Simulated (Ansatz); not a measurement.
Computed with DFT, m-r2SCAN, plane waves (500 eV) with PAW, scalar-relativistic (Ansatz). (PAW data from PBE, frozen cores regenerated.)

An element in the omega (AlB2-type) structure gives this curve. The cell is scaled uniformly from the relaxed one, with fractional coordinates and shape fixed. Energies are extrapolated to zero smearing, pressures are those at the given smearing. Magnetic state: non-magnetic.

```
V (Å³/atom)  E − E₀ (meV/atom)  P (GPa)
     20.357              121.8    15.46
     21.282               50.8     9.37
     22.208               12.0     4.28
     23.133                0.0     0.03
     24.058               10.5    -3.54
     24.984               39.9    -6.54
     25.909               85.2    -9.06
```

**Question.** Which element is it?
A. niobium
B. zirconium
C. palladium
D. platinum

**Answer.** B. Its fit is V₀ = 23.14 Å³/atom, B₀ = 97 GPa, B₀′ = 3.4.

m-r²SCAN is r²SCAN on the gauge-invariant kinetic-energy density; without spin polarisation the two are equal.
